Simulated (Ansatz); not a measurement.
## How far is PAW off for Bi?

```yaml
crystal:
  lattice:
    - [4.53900, 0.04539, 0.04539]
    - [-2.23019, 3.90819, 0.01661]
    - [0.11829, 0.11829, 11.82900]
  atoms:
    - { symbol: Bi, position: [0.33333, 0.66667, 0.25000] }
    - { symbol: Bi, position: [0.66667, 0.33333, 0.75000] }
```

Atom numbers follow the list: Bi1, Bi2.

The geometry is COD entry 9011614, unchecked; take it as a test cell. The listed cell was then made from it by scaling, straining or moving an atom.

Spin–orbit coupling is left out, though it moves levels of the heavy atoms by tenths of an eV or more.

Levels of theory: DFT, PBEsol, PAW with Ansatz's default frozen-core files, scalar-relativistic (Ansatz 0.2.0); DFT, PBEsol, all-electron PAW with datasets made for the crystal, scalar-relativistic (Ansatz 0.2.0); DFT, PBEsol, all-electron LAPW, scalar-relativistic (Ansatz 0.2.0).

For PAW: a Γ-centred 9×9×3 k mesh, Fermi–Dirac smearing of 0.08 eV, cutoff 420 eV, no spin polarisation; the PAW files were made with PBE, and the program remakes their frozen cores for this functional. The crystal-made all-electron datasets (AE datasets) take a cutoff of 240 eV at this cell. LAPW targets a basis error of 0.25 meV/atom. The Ansatz runs share mesh, smearing and spin set-up. Plane-wave (PAW) pressures include the program's estimate of the Pulay term.

Stress and pressure are positive in compression.

The change that made this cell: equal xy, yz and zx engineering shear strains of +2 %.

Spin–orbit coupling is left out, which moves gradients at and beside heavy atoms by some per cent and at worst by a factor of two.

In a metal, gradients converge slowly with the k mesh: the values move by tens of per cent from one mesh to another, at times in sign, so only the comparison on one mesh counts.

```
                             quantity     PAW  AE datasets   LAPW
                       pressure (GPa)   -3.44        -3.44  -3.44
                      stress xx (GPa)   -4.98        -4.98  -4.98
                      stress zz (GPa)   -0.37        -0.36  -0.36
                      stress xy (GPa)    0.08         0.08   0.08
field gradient Vzz at Bi1 (10²¹ V/m²)  -22.56       -22.46      –
```

PAW's pressure differs from the LAPW value by about 0.01 GPa or less.
